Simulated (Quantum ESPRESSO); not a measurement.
pw.x input (Quantum ESPRESSO 7.5; PBEsol, PseudoDojo standard norm-conserving files, fully relativistic):

```
&CONTROL
  calculation = 'scf'
  pseudo_dir = './pseudo'
  outdir = './out'
  tprnfor = .true.
  tstress = .true.
/
&SYSTEM
  ibrav = 0
  nat = 3
  ntyp = 2
  ecutwfc = 86.0
  ecutrho = 344.0
  occupations = 'smearing'
  smearing = 'fd'
  degauss = 0.002
  nbnd = 40
  noncolin = .true.
  lspinorb = .true.
/
&ELECTRONS
  conv_thr = 3e-10
/
ATOMIC_SPECIES
K 39.0983 K.upf
Se 78.9710 Se.upf
CELL_PARAMETERS angstrom
  0.000000000000   3.804287460000   3.804287460000
  3.804287460000   0.000000000000   3.804287460000
  3.804287460000   3.804287460000   0.000000000000
ATOMIC_POSITIONS crystal
K   0.250000000000   0.250000000000   0.250000000000
K   0.750000000000   0.750000000000   0.750000000000
Se   0.000000000000   0.000000000000   0.000000000000
K_POINTS automatic
6 6 6 0 0 0
```

End of the output:

```
     total energy              =    -362.39328605 Ry
     estimated scf accuracy    <          3.8E-09 Ry
     total energy              =    -362.39328607 Ry
     estimated scf accuracy    <          1.0E-08 Ry
     total energy              =    -362.39328607 Ry
     estimated scf accuracy    <          2.3E-09 Ry
[...]
     the Fermi energy is     4.3552 ev
!    total energy              =    -362.39328607 Ry
     estimated scf accuracy    <          5.5E-12 Ry
     smearing contrib. (-TS)   =      -0.00000000 Ry
     internal energy E=F+TS    =    -362.39328607 Ry
     The total energy is F=E-TS. E is the sum of the following terms:
     one-electron contribution =    -233.55578733 Ry
     hartree contribution      =     122.20919993 Ry
     xc contribution           =     -73.35144394 Ry
     ewald contribution        =    -177.69525473 Ry
     convergence has been achieved in  11 iterations
     Forces acting on atoms (cartesian axes, Ry/au):
     atom    1 type  1   force =     0.00000000   -0.00000000    0.00000000
     atom    2 type  1   force =    -0.00000000   -0.00000000    0.00000000
     atom    3 type  2   force =    -0.00000000    0.00000000   -0.00000000
     Total force =     0.000000     Total SCF correction =     0.000000
     Computing stress (Cartesian axis) and pressure
          total   stress  (Ry/bohr**3)                   (kbar)     P=        0.13
   0.00000090   0.00000000   0.00000000            0.13        0.00        0.00
   0.00000000   0.00000090  -0.00000000            0.00        0.13       -0.00
  -0.00000000  -0.00000000   0.00000090           -0.00       -0.00        0.13
```
In a gapped system the printed Fermi energy is only some level inside the gap.

Geometry relaxed with PBEsol.
